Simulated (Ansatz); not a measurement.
Ansatz (a program for electronic structure) input:

Ansatz 0.2 input:
```yaml
crystal:
  lattice:
    - [0.0, 2.3953758553, 2.3953758553]
    - [2.3953758553, 0.0, 2.3953758553]
    - [2.3953758553, 2.3953758553, 0.0]
  atoms:
    - { symbol: Ta, position: [0.0, 0.0, 0.0] }
    - { symbol: C, position: [0.25, 0.25, 0.25] }
kpoints:
  mp_grid: { grid: [15, 15, 15] }
hamiltonian:
  xc: pbesol
  pseudopotentials: { kind: paw }
scf:
  occupations: { method: fermi_dirac, width: 0.1 }
phonons:
  method: dfpt
  response_accuracy: low
  eigenvectors: true
  rigid_motions: translations
```

Output (shortened):

```
Pseudopotential: Ta, paw, valence charge 13
Pseudopotential: C, paw, valence charge 4
Functional definition: PBEsol
Crystal: 2 atoms, lattice volume = 27.488 Å³
Basis set: ecut = 420 eV, 537 PW (Γ), exchange–correlation on 48×48×48 points (8 copies of the dense FFT grid, shifted against one another)
Bands: 13, of which v1, the nominal top of the filled ones, is band 9 counted from 1 (8 counted from 0)
Symmetry: 24 space group operations
k-points: 288 of 3375 (irreducible under 8 space group operations, time reversal used)
SCF iter   1: F=—  HF=-10053.319678 eV  |F-HF|=—  |Δ(HF+E_count)|=         —  Δρ=4.51e-3  dr2=6.25e-3  ethr=1.77e-3  ⟨swp⟩=5.3  Hψ=20338  notcnv=0
preconditioner: auto → none
SCF iter   2: F=—  HF=-10053.318076 eV  |F-HF|=—  |Δ(HF+E_count)|=   1.60e-3  Δρ=2.71e-3  dr2=2.38e-3  ethr=3.68e-5  ⟨swp⟩=1.1  Hψ=6125  notcnv=0
SCF iter   3: F=—  HF=-10053.317184 eV  |F-HF|=—  |Δ(HF+E_count)|=   8.92e-4  Δρ=2.70e-4  dr2=2.16e-5  ethr=1.40e-5  ⟨swp⟩=2.1  Hψ=4870  notcnv=0
SCF iter   4: F=—  HF=-10053.317174 eV  |F-HF|=—  |Δ(HF+E_count)|=   1.01e-5  Δρ=4.52e-5  dr2=1.84e-7  ethr=1.27e-7  ⟨swp⟩=2.2  Hψ=5375  notcnv=0
SCF iter   5: F=—  HF=-10053.317174 eV  |F-HF|=—  |Δ(HF+E_count)|=   4.20e-8  Δρ=7.22e-6  dr2=8.08e-9  ethr=1.08e-9  ⟨swp⟩=2.1  Hψ=5770  notcnv=0
SCF iter   6: F=—  HF=-10053.317174 eV  |F-HF|=—  |Δ(HF+E_count)|=   2.03e-9  Δρ=1.47e-6  dr2=6.68e-10  ethr=4.76e-11  ⟨swp⟩=2.1  Hψ=6133  notcnv=0
SCF iter   7: F=—  HF=-10053.317174 eV  |F-HF|=—  |Δ(HF+E_count)|=  1.80e-10  Δρ=3.24e-7  dr2=2.10e-11  ethr=3.93e-12  ⟨swp⟩=2.0  Hψ=4718  notcnv=0
SCF iter   8: F=-10053.317174 eV  HF=-10053.317174 eV  |F-HF|=7.28e-12  |Δ(HF+E_count)|=  1.82e-12  Δρ=2.93e-8  dr2=1.74e-13  ethr=1.00e-12  ⟨swp⟩=6.0  Hψ=14472  notcnv=0
SCF 1 converged in 8 iterations: F = -10053.317174 eV  dr2 = 1.74e-13
DFPT response loops at Γ: preconditioner auto → Kerker (q_TF=auto, 2.518 Å⁻¹) (partly filled bands, converged f_vac=0.000) …
SCF converged after 8 iterations
Free energy (F): -10053.317174 eV
Harris-Foulkes:  -10053.317174 eV  (|F-HF|=7.28e-12)
Internal energy: -10053.291690 eV  (E = F + TS)
E sigma→0 (E₀):  -10053.304432 eV
Entropy (-TS):   -0.025484 eV (-12.742 meV/atom)
Fermi energy:    14.787755 eV
--- Per-component energies (eV) ---
  E_band       = -140.163009
  E_kinetic    = 453.769224
  E_local      = -785.611916  (includes V_loc(G=0)·N_el)
  E_nonlocal   = 44.784685
  E_hartree    = 265.716196
  E_xc         = -264.306501
  E_vxc        = -262.593205  (∫ρ·V_xc dr)
  E_paw        = -8367.813923  (= ΣΔE_a)
  E_vpaw       = -121.944373  (= ΣTr[D̂ρ^β])
  E_aug_tail   = 0.000173  (compensation charges beyond the density's cutoff)
  E_ewald      = -1400.064375
  E_core_change = 0.234747  (= ΣΔE_core)
  E_smearing   = -0.025484  (= −TS)
  E_closure    = 0.000000  (closes the sum)
  Σ components = -10053.317174   (vs F -10053.317174, Δ=0.00e0)
  [band-id]    e_kinetic+e_local+e_nonlocal+2·e_hartree+e_vxc+e_vpaw+e_augmentation_tail = -140.163019   (vs E_band -140.163009, Δ=-1.00e-5)
--- Band table (eV; the first three rows and the last of 288) ---
  k-point 0: bands = ["-53.4258", "-19.8458", "-19.8458", "-19.8458", "2.0427", "10.2648", "10.2648", "10.2648", "16.1432", "16.1432", "17.5862", "23.0114", "23.0114"]
  k-point 1: bands = ["-53.4251", "-19.8622", "-19.8481", "-19.8481", "2.1265", "10.1753", "10.3091", "10.3091", "16.0835", "16.0835", "17.8042", "22.8647", "23.1144"]
  k-point 2: bands = ["-53.4229", "-19.9084", "-19.8548", "-19.8548", "2.3646", "9.9613", "10.4298", "10.4298", "15.9536", "15.9536", "18.3636", "22.5234", "23.3112"]
  k-point 287: bands = ["-53.4028", "-20.1217", "-20.0646", "-19.9818", "4.6642", "9.7919", "10.9669", "12.8944", "13.4260", "16.3045", "17.8208", "19.7248", "21.5283"]
--- Phonons (Γ-DFPT): 2 representative perturbations + reference, on 288 of 3375 k-points (Σ response iterations 6) ---
  ASR residual: 2.932e-4 → 0.000e0 eV/Å²; symmetrization residual: 7.484e-7 eV/Å²
  ASR residual per site (eV/Å²): 2.93e-4 2.73e-5
  Γ frequencies (cm⁻¹): 0.00 0.00 0.00 631.46 631.46 631.46
  non-analytic LO–TO correction: not included (Born effective charges unavailable; polar crystals: no LO–TO splitting at Γ)
```

Cost: roughly 40 core-seconds on shared cores.

Space group F-43m (zinc blende). The start of the workflow was typed in or built on a structure type; neither database checked (COD, Materials Project) lists it. It is not the phase usual at ambient conditions (space group No. 225). Symmetry was held in the PBEsol relaxation; its stability against distortions is not shown here. No spin polarisation was allowed. As this level gives no gap, phonon frequencies hold no LO–TO term and depend on the k-mesh and smearing (Fermi–Dirac, 0.1 eV here). Scalar-relativistic: spin–orbit coupling is off unless named, which matters more the heavier the elements.

Potentials: the later of the program's two PAW sets.

Ansatz is a plane-wave DFT program.
